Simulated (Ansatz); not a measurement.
Ansatz (a first-principles code) input:

Ansatz 0.2 input:
```yaml
crystal:
  lattice:
    - [0.0, 3.2547199564, 3.2547199564]
    - [3.2547199564, 0.0, 3.2547199564]
    - [3.2547199564, 3.2547199564, 0.0]
  atoms:
    - { symbol: Te, position: [0.75, 0.75, 0.75] }
    - { symbol: Hg, position: [0.0, 0.0, 0.0] }
kpoints:
  mp_grid: { grid: [8, 8, 8] }
  band_path:
    path:
      - [[0.0, 0.0, 0.0], [0.5, 0.0, 0.5], [0.625, 0.25, 0.625]]  # Γ-X-U
      - [[0.375, 0.375, 0.75], [0.0, 0.0, 0.0], [0.5, 0.5, 0.5], [0.5, 0.25, 0.75], [0.5, 0.0, 0.5]]  # K-Γ-L-W-X
    npoints: 12
basis: { xc_grid: 2 }
hamiltonian:
  xc: pbesol
  pseudopotentials: { kind: paw }
magnetization: { noncollinear: true, spin_orbit: true }
scf:
  n_extra_bands: 12
  convergence: { dr2_threshold: 0.0000000001 }
  occupations: { method: gaussian, width: 0.05 }
output: { eigenvalues: true }
```

Output (shortened):

```
Pseudopotential: Te, paw_fr, valence charge 16
Pseudopotential: Hg, paw_fr, valence charge 20
Functional definition: PBEsol
non-collinear run that drives no moment, with spin-orbit …
Crystal: 2 atoms, lattice volume = 68.956 Å³
Basis set: ecut = 420 eV, 1363 PW (Γ), exchange–correlation on 64×64×64 points (8 copies of the dense FFT grid, shifted against one another)
Bands: 48, of which v1, the nominal top of the filled ones, is band 36 counted from 1 (35 counted from 0)
Symmetry: 24 space group operations + 24 with time reversal
k-points: 29 of 512 (time reversal used)
Projection manifold: j_resolved (fully-relativistic pseudo-atomic orbitals)
SCF iter   1: F=—  HF=-20612.461400 eV  |F-HF|=—  |Δ(HF+E_count)|=         —  Δρ=2.13e-2  dr2=3.99e-1  dr2_m=0.00e0 (ungated)  ethr=3.10e-3  |M|=0.00e0 ∫|m|=0.00e0 μB  |m|>n=0.0e0 m-floor=0.0e0 τ_xc=0.0e0  β_m=0.30  ⟨swp⟩=8.8  Hψ=7235  notcnv=0  defer=22
preconditioner: auto → none
SCF iter   2: F=—  HF=-20612.414664 eV  |F-HF|=—  |Δ(HF+E_count)|=   4.67e-2  Δρ=1.58e-2  dr2=2.19e-1  dr2_m=0.00e0 (ungated)  ethr=1.11e-3  |M|=0.00e0 ∫|m|=0.00e0 μB  |m|>n=0.0e0 m-floor=0.0e0 τ_xc=0.0e0  β_m=0.65  ⟨swp⟩=1.0  Hψ=1624  notcnv=0  defer=62
SCF iter   3: F=—  HF=-20612.351749 eV  |F-HF|=—  |Δ(HF+E_count)|=   6.29e-2  Δρ=2.45e-3  dr2=2.48e-3  dr2_m=0.00e0 (ungated)  ethr=6.09e-4  |M|=0.00e0 ∫|m|=0.00e0 μB  |m|>n=0.0e0 m-floor=0.0e0 τ_xc=0.0e0  β_m=0.79  ⟨swp⟩=2.2  Hψ=1893  notcnv=0  defer=90
SCF iter   4: F=—  HF=-20612.352894 eV  |F-HF|=—  |Δ(HF+E_count)|=   1.14e-3  Δρ=1.09e-3  dr2=8.05e-4  dr2_m=0.00e0 (ungated)  ethr=6.90e-6  |M|=0.00e0 ∫|m|=0.00e0 μB  |m|>n=0.0e0 m-floor=0.0e0 τ_xc=0.0e0  β_m=0.64  ⟨swp⟩=2.0  Hψ=2612  notcnv=0  defer=160
SCF iter   5: F=—  HF=-20612.352604 eV  |F-HF|=—  |Δ(HF+E_count)|=   2.89e-4  Δρ=2.82e-4  dr2=4.39e-5  dr2_m=0.00e0 (ungated)  ethr=2.24e-6  |M|=0.00e0 ∫|m|=0.00e0 μB  |m|>n=0.0e0 m-floor=0.0e0 τ_xc=0.0e0  β_m=0.74  ⟨swp⟩=2.0  Hψ=1734  notcnv=0  defer=160
SCF iter   6: F=—  HF=-20612.352596 eV  |F-HF|=—  |Δ(HF+E_count)|=   7.99e-6  Δρ=4.51e-5  dr2=1.90e-6  dr2_m=0.00e0 (ungated)  ethr=1.22e-7  |M|=0.00e0 ∫|m|=0.00e0 μB  |m|>n=0.0e0 m-floor=0.0e0 τ_xc=0.0e0  β_m=0.72  ⟨swp⟩=2.6  Hψ=2262  notcnv=0  defer=160
SCF iter   7: F=—  HF=-20612.352594 eV  |F-HF|=—  |Δ(HF+E_count)|=   1.88e-6  Δρ=1.56e-5  dr2=1.88e-7  dr2_m=0.00e0 (ungated)  ethr=5.28e-9  |M|=0.00e0 ∫|m|=0.00e0 μB  |m|>n=0.0e0 m-floor=0.0e0 τ_xc=0.0e0  β_m=0.68  ⟨swp⟩=2.0  Hψ=2046  notcnv=0  defer=160
SCF iter   8: F=—  HF=-20612.352594 eV  |F-HF|=—  |Δ(HF+E_count)|=   3.16e-8  Δρ=2.58e-6  dr2=3.90e-9  dr2_m=0.00e0 (ungated)  ethr=5.23e-10  |M|=0.00e0 ∫|m|=0.00e0 μB  |m|>n=0.0e0 m-floor=0.0e0 τ_xc=0.0e0  β_m=0.73  ⟨swp⟩=2.0  Hψ=2162  notcnv=0  defer=160
SCF iter   9: F=-20612.352594 eV  HF=-20612.352594 eV  |F-HF|=1.13e-10  |Δ(HF+E_count)|=   2.03e-9  Δρ=2.51e-7  dr2=4.53e-11  dr2_m=0.00e0 (ungated)  ethr=1.00e-12  |M|=0.00e0 ∫|m|=0.00e0 μB  |m|>n=0.0e0 m-floor=0.0e0 τ_xc=0.0e0  ⟨swp⟩=8.7  Hψ=5933  notcnv=0
SCF 1 converged in 9 iterations: F = -20612.352594 eV  dr2 = 4.53e-11
NSCF: frozen V_eff on 74 k-points
SCF converged after 9 iterations
Magnetization: |M| = 0.0000 μB,  M = (+0.0000, +0.0000, +0.0000) μB
Absolute magnetization: 0.0000 μB (∫|m|)
  site 0: m = (+0.0000, +0.0000, +0.0000) μB, |m| = 0.0000 μB  (R = 1.16 Å)
  site 1: m = (+0.0000, +0.0000, +0.0000) μB, |m| = 0.0000 μB  (R = 1.16 Å)
Free energy (F): -20612.352594 eV
Harris-Foulkes:  -20612.352594 eV  (|F-HF|=1.13e-10)
Internal energy: -20612.352484 eV  (E = F + TS)
E sigma→0 (E₀):  -20612.352539 eV
Entropy (-TS):   -0.000110 eV (-0.055 meV/atom)
Fermi energy:    8.510977 eV
--- Per-component energies (eV) ---
  E_band       = -792.039076
  E_kinetic    = 784.788447
  E_local      = -4846.759775  (includes V_loc(G=0)·N_el)
  E_nonlocal   = -246.562075
  E_hartree    = 2349.436219
  E_xc         = -342.455596
  E_vxc        = -366.011699  (∫ρ·V_xc dr)
  E_paw        = -14417.181662  (= ΣΔE_a)
  E_vpaw       = -816.366873  (= ΣTr[D̂ρ^β])
  E_aug_tail   = 0.000669  (compensation charges beyond the density's cutoff)
  E_ewald      = -3894.331574
  E_core_change = 0.712862  (= ΣΔE_core)
  E_smearing   = -0.000110  (= −TS)
  E_closure    =  0.000000  (closes the sum)
  Σ components = -20612.352594   (vs F -20612.352594, Δ=0.00e0)
  [band-id]    e_kinetic+e_local+e_nonlocal+2·e_hartree+e_vxc+e_vpaw+e_augmentation_tail = -792.038867   (vs E_band -792.039076, Δ=2.09e-4)
--- Band table (eV; the first three rows and the last of 29) ---
  k-point 0: bands = ["-106.3675", "-106.3675", "-68.4604", "-68.4604", "-50.1146", "-50.1146", "-50.1146", "-50.1146", "-29.2289", "-29.2289", "-29.2289", "-29.2289", "-27.7646", "-27.7646", "-27.7595", "-27.7595", "-27.7595", "-27.7595", "-3.6158", …
  k-point 1: bands = ["-106.3675", "-106.3675", "-68.4604", "-68.4604", "-50.1146", "-50.1146", "-50.1146", "-50.1146", "-29.2289", "-29.2289", "-29.2289", "-29.2288", "-27.7646", "-27.7646", "-27.7595", "-27.7595", "-27.7595", "-27.7594", "-3.5425", …
  k-point 2: bands = ["-106.3675", "-106.3675", "-68.4604", "-68.4604", "-50.1147", "-50.1147", "-50.1146", "-50.1146", "-29.2289", "-29.2289", "-29.2289", "-29.2288", "-27.7644", "-27.7644", "-27.7596", "-27.7596", "-27.7594", "-27.7592", "-3.3577", …
  k-point 28: bands = ["-106.3675", "-106.3675", "-68.4604", "-68.4604", "-50.1148", "-50.1147", "-50.1147", "-50.1147", "-29.2291", "-29.2290", "-29.2289", "-29.2287", "-27.7643", "-27.7640", "-27.7595", "-27.7595", "-27.7594", "-27.7594", "-2.8944", …
```

Cost: about 50 core-seconds (a rough figure) on shared cores.

Space group F-43m (zinc blende). The cell was relaxed with PBEsol under the symmetry of its start.

Potentials: the later of the program's two PAW sets.

Ansatz is a plane-wave DFT program.
